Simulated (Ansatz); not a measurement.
LaMg2Si2: what a change of kpoints.mp_grid.grid, scf.mixing.algorithm, scf.mixing.beta does

All numbers are calculated (PBEsol, no spin polarisation, no spin-orbit coupling; Ansatz, PAW set soft_2, 420 eV, k-mesh 8×8×6), not measured. These are the settings of the reference run.

Cell:

```
La Mg Si
1.0
     4.27061    0.00000    0.00000
     0.00000    4.27061    0.00000
     0.00000    0.00000    5.79085
La Mg Si
1 2 2
Direct
  0.00000 0.00000 0.00000
  0.00000 0.50000 0.50000
  0.50000 0.00000 0.50000
  0.50000 0.50000 0.19896
  0.50000 0.50000 0.80104
```

The reference run of this cell is solved again as a single point with these keys changed:

| key | reference run | changed run |
| --- | --- | --- |
| kpoints.mp_grid.grid | [8, 8, 6] | [6, 6, 5] |
| scf.mixing.algorithm | not typed | anderson |
| scf.mixing.beta | not typed | 0.2 |

Q: Does this change matter?

A: 

| quantity | reference run | changed run |
| --- | --- | --- |
| energy, changed less reference (meV an atom) | 0 | 1.6 |
| pressure (GPa) | 0.0 | 0.0 |
| largest force (eV/Å) | 0.00 | 0.06 |
| gap on the mesh (eV) | 0.00 | 0.00 |

The energy moves by 1.6 meV an atom (0.01 eV for the cell). It took 8 iterations from the trained starting density.

Caveats: a single point, atoms not relaxed again.
